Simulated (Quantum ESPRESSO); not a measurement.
# Kohn-Sham bands of Cd2Hg (I4/mmm)

```yaml
crystal:
  lattice:
    - [4.01805, 0.00000, 0.00000]
    - [0.00000, 4.01805, 0.00000]
    - [-2.00902, -2.00902, 4.29087]
  atoms:
    - { symbol: Cd, position: [0.33421, 0.33421, 0.66842] }
    - { symbol: Cd, position: [0.66579, 0.66579, 0.33158] }
    - { symbol: Hg, position: [0.00000, 0.00000, 0.00000] }
```

Materials Project entry mp-11299; symmetrised, unrelaxed at this level. Not found in the COD (Crystallography Open Database) copy used; not checked further. Level: PBEsol, no spin polarisation, no spin-orbit coupling; pw.x of Quantum ESPRESSO at 82 Ry with PseudoDojo potentials, 4×4×4 k-points, Wannier90. Density: 12×12×12 mesh, cold smearing 0.01 Ry. Spin-orbit coupling is left out although heavy elements are present.

Problem. List the Kohn-Sham levels between −8 and 3.0 eV relative to the Fermi level at the high-symmetry points, as a band run of pw.x on that density gives them (levels within 2 meV counted together).

Solution. 
| point | k (reciprocal lattice) | levels (eV) |
|---|---|---|
| Γ | 0.000 0.000 0.000 | -7.34, -7.06 (×2), -7.01, -6.72, 1.23, 1.50 |
| X | 0.500 0.500 -0.500 | -7.47, -7.26, -6.96, -6.83, -6.70, -3.25, -2.54, -1.13, -1.04, 0.49, 0.91 |
| P | 0.500 0.500 -0.250 | -7.47, -7.10 (×2), -6.87, -6.70, -3.25, -1.91, -1.57 (×2), 1.60 (×2) |
| N | 0.500 0.000 0.000 | -7.38, -6.97, -6.89, -6.73, -6.72, -5.28, -4.91, -1.00, 0.67 |
| M | 0.000 0.000 0.500 | -7.44, -6.98, -6.80 (×2), -6.71, -6.14, -5.88, 1.20 (×2), 2.07 |
| S | 0.390 0.000 0.305 | -7.00, -6.99, -6.90, -6.89, -6.76, -5.07, -4.16, -4.10 |
| S_0 | 0.610 0.000 -0.305 | -7.00, -6.99, -6.90, -6.89, -6.76, -5.07, -4.16, -4.10 |
| R | 0.610 0.390 -0.500 | -7.40, -7.20, -6.92, -6.82, -6.76, -3.55, -2.34, -2.19, -2.10, 2.29, 2.55 |
| G | 0.390 0.390 0.110 | -7.40, -7.20, -6.92, -6.82, -6.76, -3.55, -2.34, -2.19, -2.10, 2.29, 2.55 |
